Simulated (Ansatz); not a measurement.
CdS (wurtzite, P6_3mc), PBEsol in the plane-wave PAW code Ansatz. The conduction-band minimum lies at Γ, with 1 equivalent valley. Second derivatives d²E/dk² of the lowest band at one valley (eV·Å²), along Cartesian directions:

```csv
direction,d²E/dk²
[100],62.56
[010],62.56
[001],66.85
[110],62.56
[101],64.73
[011],64.73
```

Task: Find the principal effective masses, the density-of-states mass and the conductivity mass.

Result: Off-diagonal terms follow from H_xy = H[110] − (H_xx + H_yy)/2, and m*/mₑ = 7.620 eV·Å² over each eigenvalue: 0.11, 0.12, 0.12. One valley's DOS mass (m₁m₂m₃)^(1/3) = 0.12, conductivity mass 3/(Σ 1/mᵢ) = 0.12 mₑ.

Task: What effective density of states Nc follows at 300 K for parabolic valleys?

Result: Nc = 2.509e19 × 1 × (0.12)^(3/2) ≈ 1.0e18 cm⁻³.

The cell was relaxed with PBEsol under the symmetry of its start. Spin–orbit coupling is left out wherever it is not named.

Potentials: the later of the program's two PAW sets.

Edges and masses are those of Kohn–Sham bands, whose gap is no quasiparticle gap.
